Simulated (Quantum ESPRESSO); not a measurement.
## Pd3Ti2AuTaZn (one composition in several site orders)

Computed values, not a measurement. The program is pw.x of Quantum ESPRESSO 7.5 (plane-wave density functional theory). The cell is made up: eight metal atoms on a hexagonal close-packed lattice, with elements, volume, strain and displacements drawn at random and not relaxed, so it may be unstable or far from any real phase. PseudoDojo standard norm-conserving files set the functional (PBE unless stated); there is no spin polarisation or spin-orbit coupling, the Fermi-Dirac width of 0.25 eV means electrons at about 2900 K, and the masses in the input are unused placeholders. Heavy elements are run without spin-orbit coupling, which real alloys of them have. A spin test at this wide smearing found no moment, but such smearing suppresses magnetism that the real alloy may have.

The runs put one composition on the sites in different orders. Cell, positions, cutoff, mesh and smearing stay as in the input of run 1; sites are counted in its order. Stress in the tables is positive in tension.

Input of run 1:

```
&control calculation='scf', pseudo_dir='./dojo.nc.sr.pbe.v0_5.standard.upf', outdir='./o', disk_io='minimal', tprnfor=.true., tstress=.true. /
&system ibrav=0, nat=8, ntyp=5, nbnd=81, ecutwfc=84.00895049, nosym=.true., tot_charge=0,
 occupations='smearing', smearing='fd', degauss=0.0183746611
/
&electrons conv_thr=1.470e-08, electron_maxstep=70, mixing_beta=0.5 /
ATOMIC_SPECIES
Au 1.0 Au.upf
Pd 1.0 Pd.upf
Ta 1.0 Ta.upf
Ti 1.0 Ti.upf
Zn 1.0 Zn.upf
CELL_PARAMETERS angstrom
2.8133 -0.0095 -0.0098
1.4304 -2.4478 -4.5699
1.3976 7.4248 -4.6247
ATOMIC_POSITIONS angstrom
Pd 0.1092 -0.0486 0.0683
Ti 1.2716 2.3728 -4.5271
Ti 1.1022 -0.8292 -2.244
Au 2.8877 1.6412 -6.8911
Ta 2.6772 4.9655 -4.6739
Zn 2.6886 0.0941 -4.5756
Pd 2.7492 1.5818 -2.2998
Pd 4.2525 4.1622 -6.8949
K_POINTS automatic
9 5 3 1 1 1
```

| run | elements on sites 1 to 8 | free energy less that of run 1 (eV) | -TS (eV) | pressure (GPa) | stress xx (GPa) | stress yy (GPa) | stress zz (GPa) | stress yz (GPa) | stress xz (GPa) | stress xy (GPa) | iterations |
| --- | --- | --- | --- | --- | --- | --- | --- | --- | --- | --- | --- |
| 1 | Pd Ti Ti Au Ta Zn Pd Pd | 0.000 | -1.454 | 4.30 | -5.89 | -2.73 | -4.28 | 1.45 | -1.14 | 0.34 | 21 |
| 2 | Pd Ti Ti Zn Pd Au Ta Pd | 0.609 | -1.384 | 5.91 | -7.56 | -2.47 | -7.71 | -4.22 | -1.47 | 0.69 | 22 |
| 3 | Ta Au Ti Ti Zn Pd Pd Pd | 0.275 | -1.418 | 4.36 | -5.81 | -2.14 | -5.13 | -0.93 | 0.01 | 0.24 | 21 |
| 4 | Ti Au Pd Ta Pd Zn Pd Ti | 0.433 | -1.454 | 4.68 | -5.85 | -2.87 | -5.31 | 0.49 | -0.43 | -0.21 | 20 |
| 5 | Ti Pd Ta Au Pd Ti Zn Pd | 0.565 | -1.327 | 4.95 | -6.34 | -1.51 | -6.99 | -2.31 | 0.02 | -0.37 | 22 |
| 6 | Pd Ti Ta Au Pd Ti Pd Zn | 0.339 | -1.471 | 4.66 | -5.05 | -5.29 | -3.64 | -0.65 | 0.25 | 0.42 | 20 |

Forces Fx Fy Fz (eV/Å):

| site | run 1 | run 2 | run 3 | run 4 | run 5 | run 6 |
| --- | --- | --- | --- | --- | --- | --- |
| 1 | -0.65 0.81 -0.46 | -0.67 0.54 -0.49 | -0.80 1.32 -0.21 | -0.61 0.04 -0.63 | -0.73 0.29 0.61 | -0.70 1.02 0.55 |
| 2 | 0.27 0.70 -0.05 | 0.38 1.60 -0.73 | 0.39 1.78 -0.67 | 0.42 0.54 -0.79 | 0.19 0.17 0.22 | 0.32 1.06 0.12 |
| 3 | 0.68 0.47 -0.64 | 0.93 -0.94 0.09 | 0.77 0.18 -0.75 | 0.62 -0.41 -0.84 | 1.04 -0.36 -0.45 | 1.16 0.52 0.05 |
| 4 | -0.63 0.06 0.10 | -0.36 0.60 -0.71 | -0.48 0.03 0.23 | -0.56 0.22 -0.90 | -0.31 -0.28 0.01 | -0.43 0.62 0.24 |
| 5 | 0.97 -0.36 0.81 | 0.58 -0.70 0.89 | 0.62 -0.72 0.14 | 0.47 -0.06 0.67 | 0.48 0.36 0.39 | 0.52 -0.90 -0.34 |
| 6 | -0.07 -1.16 -0.23 | 0.07 -1.33 -0.48 | -0.03 -1.92 -0.16 | 0.07 -0.86 0.33 | 0.06 -0.16 -0.53 | -0.15 -1.48 -0.82 |
| 7 | -0.19 -0.28 0.04 | -0.61 1.06 1.35 | -0.22 0.17 1.11 | -0.28 0.54 1.44 | -0.35 0.53 0.06 | -0.27 0.06 0.36 |
| 8 | -0.37 -0.24 0.45 | -0.32 -0.84 0.09 | -0.25 -0.83 0.31 | -0.14 -0.02 0.74 | -0.38 -0.55 -0.31 | -0.46 -0.90 -0.16 |

The sites are displaced and not relaxed, so the energy differences mix bonding between neighbours with strain and are not ordering energies. A rerun of one cell of this series at a higher cutoff and on a denser mesh moved values by no more than 0.003 eV in energy, 0.09 GPa in stress and 0.005 eV/Å in force, and a second program with other atomic files agreed on that cell to 2 % rms in force and 0.5 GPa in pressure.